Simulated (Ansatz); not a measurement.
YSi2Ru2:
```yaml
crystal:
  lattice:
    - [-2.08342, 2.08342, 4.76924]
    - [2.08342, -2.08342, 4.76924]
    - [2.08342, 2.08342, -4.76924]
  atoms:
    - { symbol: Y, position: [0.00000, 0.00000, 0.00000] }
    - { symbol: Si, position: [0.36693, 0.36693, 0.00000] }
    - { symbol: Si, position: [0.63307, 0.63307, 0.00000] }
    - { symbol: Ru, position: [0.25000, 0.75000, 0.50000] }
    - { symbol: Ru, position: [0.75000, 0.25000, 0.50000] }
```

Relaxed with r²SCAN. Special points in fractions of this cell's reciprocal vectors: Γ (0.000, 0.000, 0.000); X (0.000, 0.000, 0.500); P (0.250, 0.250, 0.250); N (0.000, 0.500, 0.000); M (0.500, 0.500, -0.500); S (0.298, 0.702, -0.298); S0 (-0.298, 0.298, 0.298); R (-0.095, 0.095, 0.500); G (0.500, 0.500, -0.095).

Problem. List the band energies nearest the Fermi level at these points for the program Ansatz at the r²SCAN level (PAW).

Solution. In eV from the Fermi level; about four levels below and three above (degenerate sets whole), none deeper than 8.9 eV; points with the same levels are listed once.

```
k                    below           above
-  -----------------------  --------------
Γ  -0.43 -0.38 -0.38 -0.29  0.15 1.60 3.35
X  -0.89 -0.76 -0.64 -0.47  1.93 2.16 4.15
P  -0.72 -0.71 -0.71 -0.68  2.06 2.06 3.68
N  -1.98 -1.86 -0.82 -0.21  1.07 3.16 3.29
M  -2.45 -2.43 -2.43 -0.21  0.40 0.40 1.52
S  -1.92 -1.59 -1.56 -1.47  1.29 1.42 2.16
R  -2.08 -1.39 -0.77 -0.41  0.50 1.93 2.24
```

Space group I4/mmm. The first step of the workflow began from a Materials Project structure, measured or hypothetical; the Crystallography Open Database files this formula in space group No. 139, but the cells were not matched. Whether it is the stable phase at ambient conditions was not checked. The r²SCAN relaxation kept the symmetry of its start; its stability against distortions is not shown here. The run is not spin-polarised. Scalar-relativistic: spin–orbit coupling is off unless named, which matters more the heavier the elements.

Potentials: the earlier of the program's two PAW sets.
